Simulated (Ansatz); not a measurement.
## Computed properties of FeSi2

FeSi₂:
```xyz
3
Lattice="2.6766 0.0000 0.0000 0.0000 2.6766 0.0000 0.0000 0.0000 5.1062" Properties=species:S:1:pos:R:3 pbc="T T T"
Fe     0.0000     0.0000     0.0000
Si     1.3383     1.3383     3.7182
Si     1.3383     1.3383     1.3880
```

Space group P4/mmm (No. 123); conventional cell a = 2.677 Å, b = 2.677 Å, c = 5.106 Å, α = 90.00°, β = 90.00°, γ = 90.00°.

Method: PBEsol (plane waves, PAW; program Ansatz). Structure relaxed to zero pressure with the same functional. Other levels are named where they apply.

### Cell and energy

- Volume per atom: 12.19 Å³
- Density: 5.08 g/cm³
- Formation energy from the elements (no fitted shifts): -0.51 eV/atom

### Electronic structure

Electronic character: metallic (no gap)
Density of states at the Fermi level: 0.29 states/eV per atom (mean over ±0.08 eV)

### Mechanics

- Bulk modulus (Birch–Murnaghan fit): 194 GPa
- Pressure derivative B′: 4.5
- Elastic constants (relaxed ions, GPa): C11 = 362, C12 = 84.2, C13 = 103, C33 = 485, C44 = 116, C66 = 128
- Mechanical stability: stable (all eigenvalues of C positive)
- Hill bulk and shear moduli: 197 and 132 GPa
- Young's modulus: 323 GPa
- Poisson's ratio: 0.23
- Debye temperature from the elastic constants: 729 K

### Phonons

- Highest zone-centre frequency: 557 cm^-1
- Zone-centre stability: no imaginary mode at Γ

The first step of the workflow began from a Materials Project structure, measured or hypothetical; the Crystallography Open Database files this formula in space group No. 123, but the cells were not matched. Its standing as an ambient phase is unchecked. Symmetry was held in the PBEsol relaxation. The run is not spin-polarised. As this level gives no gap, shear constants depend on the k-mesh and smearing (Fermi–Dirac, 0.1 eV here). As this level gives no gap, phonon frequencies hold no LO–TO term and depend on the k-mesh and smearing (Fermi–Dirac, 0.1 eV here). The references are the lowest solids computed at this level, not always the standard phases.

Potentials: the later of the program's two PAW sets.
